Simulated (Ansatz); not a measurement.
**What DFT gives for Ba₂HRhO₆**

```
Ba Rh O H
1.0
     0.00000    4.04936    4.04936
     4.04936    0.00000    4.04936
     4.04936    4.04936    0.00000
Ba Rh O H
2 1 6 1
Cartesian
  2.0247 2.0247 2.0247
  6.0740 6.0740 6.0740
  0.0000 0.0000 0.0000
  2.1259 4.0494 4.0494
  4.0494 2.1259 4.0494
  5.9728 4.0494 4.0494
  4.0494 5.9728 4.0494
  4.0494 4.0494 2.1259
  4.0494 4.0494 5.9728
  4.0494 4.0494 4.0494
```

Method: LDA, no spin polarisation; PAW, plane waves to 420 eV, 7×7×7 Γ-centred mesh, fermi-dirac occupations (width 0.1 eV) (Ansatz 0.2.0), atoms fixed.

Is the cell too large or too small?

The pressure is -19.7 GPa (compression positive), so with the atoms held at these fractions the cell would first shrink; the forces are large, so a full relaxation may end otherwise.

What do density and ELF say about some of the short contacts?

O–H at 1.92 Å: least valence density 0.19 e/Å³ and ELF 0.22 there. Rh–O at 2.13 Å: least valence density 0.63 e/Å³ and ELF 0.25 there. Ba–O at 2.87 Å: least valence density 0.16 e/Å³ and ELF 0.08 there. These are pseudo-fields; inside the PAW spheres they differ from the all-electron ones.

Which atom feels the largest force, and which way?

The largest is on O9 (and as large on other atoms): 2.31 eV/Å, components (0.00, 0.00, 2.31). It makes 180° with the line to a nearest neighbour, H10 at 1.92 Å, pointing away from it.

Metal or insulator?

It is a metal on this mesh, though the bands barely overlap, with about 10 states/eV a cell as the mean within 0.25 eV of the Fermi level, mostly O p (77 %) and Rh d (20 %).

Origin: a known structure type with other elements, at an estimated volume, so it need not be a known compound. Caveats: many states at the Fermi level without spin polarisation, so a magnetic state may lie lower; atoms or cell far from equilibrium.
